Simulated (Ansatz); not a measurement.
According to DFT-r²SCAN in the program Ansatz with PAW potentials, SiGeC2 in the tetragonal phase (P-4m2; Si on 1a, C on 2g, Ge on 1c) relaxes to a = 3.156 Å, c = 4.456 Å. Si has 4 nearest neighbours from 1.90 Å (tetrahedral); C has 4 nearest neighbours from 1.90 Å (tetrahedral); Ge has 4 nearest neighbours from 1.97 Å (tetrahedral). Against the elements it lies at 0.041 eV/atom, with no fitted shifts.

It is gapped at this level: 1.80 eV (indirect). The valence maximum lies at Γ and the conduction minimum at M. HSE06 on the same cell gives 2.29 eV. Gap from r²SCAN with spin–orbit coupling: 1.78 eV.

The bulk modulus is 209 GPa. The relaxed-ion elastic constants in GPa are C11 = 484, C12 = 21.0, C13 = 125, C33 = 372, C44 = 227, C66 = 128. The elastic constants imply a Debye temperature near 913 K. Bader charges are Si +2.86, C -2.19, Ge +1.52 e.

The start of the workflow was typed in or built on a structure type; neither database checked (COD, Materials Project) lists it. Its standing as an ambient phase is unchecked. The cell was relaxed with r²SCAN under the symmetry of its start; its stability against distortions is not shown here. The references are the lowest solids computed at this level, not always the standard phases. Scalar-relativistic: spin–orbit coupling is off unless named, which matters more the heavier the elements.

Potentials: the earlier of the program's two PAW sets.
